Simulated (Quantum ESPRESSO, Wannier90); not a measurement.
# Wannierisation of Ge (P6₃/mmc, model phase)

Materials Project entry mp-1007760; symmetrised, unrelaxed at this level. This isn't the element's usual structure (diamond); take it as a model of another phase. Computed values, not measurements, from PBEsol: Quantum ESPRESSO (norm-conserving PseudoDojo potentials, cutoff 63 Ry, no spin polarisation, no spin-orbit coupling) on a Γ-centred 12×12×4 mesh, then Wannier90. Density: 12×12×6 mesh, cold smearing 0.01 Ry. Spin-orbit coupling, left out, would split the p-like bands by a few tenths of an eV.

```
begin unit_cell_cart
ang
    3.9975897861    0.0000000000    0.0000000000
   -1.9987948931    3.4620143087    0.0000000000
    0.0000000000    0.0000000000    6.5993800000
end unit_cell_cart
mp_grid = 12 12 4
```

### Question
Which shells of neighbouring k-points and which b-vectors and weights does Wannier90 pick for this cell and mesh?

### Answer
```
 *---------------------------------- K-MESH ----------------------------------*
 +----------------------------------------------------------------------------+
 |                    Distance to Nearest-Neighbour Shells                    |
 |                    ------------------------------------                    |
 |          Shell             Distance (Ang^-1)          Multiplicity         |
 |          -----             -----------------          ------------         |
 |             1                   0.151241                      6            |
 |             2                   0.238022                      2            |
 |             3                   0.261957                      6            |
 |             4                   0.282008                     12            |
 |             5                   0.302482                      6            |
 |             6                   0.353943                     12            |
 |             7                   0.384902                     12            |
 |             8                   0.400146                     12            |
       ... (lines left out)
 +----------------------------------------------------------------------------+
 | The b-vectors are chosen automatically                                     |
 | The following shells are used:                       1,  2                 |
 +----------------------------------------------------------------------------+
 |                        Shell   # Nearest-Neighbours                        |
 |                        -----   --------------------                        |
 |                          1               6                                 |
 |                          2               2                                 |
 +----------------------------------------------------------------------------+
 | Completeness relation is fully satisfied [Eq. (B1), PRB 56, 12847 (1997)]  |
 +----------------------------------------------------------------------------+
 |                  b_k Vectors (Ang^-1) and Weights (Ang^2)                  |
 |                  ----------------------------------------                  |
 |            No.         b_k(x)      b_k(y)      b_k(z)        w_b           |
 |            ---        --------------------------------     --------        |
 |             1         0.000000    0.151241    0.000000    14.572673        |
 |             2         0.130979    0.075621    0.000000    14.572673        |
 |             3         0.000000   -0.151241    0.000000    14.572673        |
 |             4         0.130979   -0.075621    0.000000    14.572673        |
 |             5        -0.130979   -0.075621    0.000000    14.572673        |
 |             6        -0.130979    0.075621    0.000000    14.572673        |
 |             7         0.000000    0.000000    0.238022     8.825443        |
 |             8         0.000000    0.000000   -0.238022     8.825443        |
```
